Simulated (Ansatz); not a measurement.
# Ga$_{2}$Cu

```
CELL_PARAMETERS angstrom
2.83000 0.00000 0.00000
0.00000 2.83000 0.00000
0.00000 0.00000 5.83900
ATOMIC_POSITIONS crystal
Ga 0.50000 0.50000 0.29500
Ga 0.50000 0.50000 0.70500
Cu 0.00000 0.00000 0.00000
```

Atoms are numbered in the order listed.

The geometry is COD entry 1524302, unchecked; take it as a test cell.

All numbers are computed: DFT, PBEsol, all-electron LAPW, scalar-relativistic (Ansatz 0.2.0); DFT, PBEsol, PAW with Ansatz's default frozen-core files, scalar-relativistic (Ansatz 0.2.0).

For LAPW: a Γ-centred 14×14×7 k mesh, Fermi–Dirac smearing of 0.08 eV, basis error target 1 meV/atom, no spin polarisation. PAW takes a cutoff of 420 eV at this cell (files made with PBE, cores remade for this functional). The Ansatz runs share mesh, smearing and spin set-up. Values come from LAPW unless marked.

```json
{
  "Pressure at this cell": "-3.62 GPa",
  "Band gap": "none: with an odd electron count and no spin polarisation the bands can't all be full, a metal in this set-up (in compounds, spin order or a distortion in a larger cell can open a gap)",
  "Stress xx, yy, zz (compression positive)": "-4.74, -4.74, -1.38 GPa",
  "Largest force": "1.041 eV/Å on Ga2",
  "Density of states at the Fermi level (0.2 eV bin)": "0.86 states/eV per cell",
  "Löwdin charges (with 0.11 e of the cell spilling out of the atomic basis, so their sizes and signs hang on that basis)": "Ga1 -0.33, Cu3 0.78 e",
  "Bader charges (from the PAW run)": "Ga1 +0.10, Cu3 -0.20 e",
  "Volume per atom": "105.2 bohr³"
}
```
